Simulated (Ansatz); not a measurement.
MoS2:
```cif
data_MoS2
_chemical_formula_sum 'Mo1 S2'
_space_group_name_H-M_alt 'P 1'
_space_group_IT_number 1
_cell_length_a 6.48832
_cell_length_b 6.48832
_cell_length_c 6.48832
_cell_angle_alpha 28.336
_cell_angle_beta 28.336
_cell_angle_gamma 28.336
loop_
_space_group_symop_operation_xyz
  'x, y, z'
loop_
_atom_site_label
_atom_site_type_symbol
_atom_site_fract_x
_atom_site_fract_y
_atom_site_fract_z
_atom_site_occupancy
Mo1 Mo 0.99977 0.99977 0.99977 1
S1 S 0.41626 0.41626 0.41626 1
S2 S 0.24999 0.24999 0.24999 1
```

Relaxed with r²SCAN+D4.

Question: Tabulate the valence density and the electron localisation function along the shortest Mo–S contact (2.40 Å), r²SCAN+D4 in the plane-wave PAW code Ansatz.

Answer: 

```csv
distance from Mo (Å),density (e/Å³),ELF
0.24,6.87,0.51
0.36,6.32,0.65
0.48,5.19,0.71
0.60,3.74,0.70
0.72,2.39,0.60
0.84,1.42,0.45
0.96,0.87,0.32
1.08,0.66,0.32
1.20,0.62,0.47
1.32,0.68,0.68
1.44,0.80,0.81
1.56,0.97,0.85
1.68,1.13,0.83
1.80,1.20,0.73
1.92,1.08,0.48
2.04,0.80,0.16
2.16,0.45,0.01
```

The density is the valence pseudo-density with augmentation charge, so density and ELF within about 1 Å of a nucleus are not all-electron values.

Space group R3m. The r²SCAN+D4 relaxation kept the symmetry of its start. No spin polarisation was allowed.

Potentials: the earlier of the program's two PAW sets.
